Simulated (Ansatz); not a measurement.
# Zone-centre phonons of Cu₃Pd: input and output

Theory: DFT LDA, scalar-relativistic, plane waves, PAW (Ansatz).

Launched with:
```bash
ansatz run input.yaml --threads 1 --pin off --max-ram 3072MiB --backend cpu --events-out ev --progress --plain --runs-dir out
```

Input (bare energies are in eV):
```yaml
crystal:
  lattice:
    - [3.6127376682, 0.0, 0.0]
    - [0.0, 3.6127376682, 0.0]
    - [0.0, 0.0, 3.6127376682]
  atoms:
    - { symbol: Cu, position: [0.0, 0.5, 0.5] }
    - { symbol: Cu, position: [0.5, 0.0, 0.5] }
    - { symbol: Cu, position: [0.5, 0.5, 0.0] }
    - { symbol: Pd, position: [0.0, 0.0, 0.0] }
basis:
  ecutwfc: 420
kpoints:
  mp_grid: { grid: [12, 12, 12] }
hamiltonian:
  xc: lda
scf:
  occupations: { method: fermi_dirac, width: 0.15 }
output:
  eigenvalues: true
phonons:
  method: dfpt
  eigenvectors: true
```

The end of the output:
```
--- Phonons (Γ-DFPT): 3 representative perturbations + reference, on 343 of 1728 k-points (Σ response iterations 11) ---
  k mesh reduced under 8 symmetry operations, with k and −k counted as one. Each operation leaves every solved displacement unchanged or reverses it
  ASR residual: 6.467e-4 → 0.000e0 eV/Å²; symmetrization residual: 9.803e-6 eV/Å²
  ASR residual per site (eV/Å²): 2.57e-4 2.57e-4 2.57e-4 6.47e-4
  Γ frequencies (cm⁻¹): 0.00 0.00 0.00 154.97 154.97 154.97 189.56 189.56 189.56 259.98 259.98 259.98
  non-analytic LO–TO correction: not included (Born effective charges unavailable; polar crystals: no LO–TO splitting at Γ)
```

The run took 6.9 min on 1 thread of Arm Neoverse V1, on a shared host, peak memory 2.1 GiB.

In a metal, frequencies and elastic constants depend on the k mesh and the smearing, soft modes and shear constants most.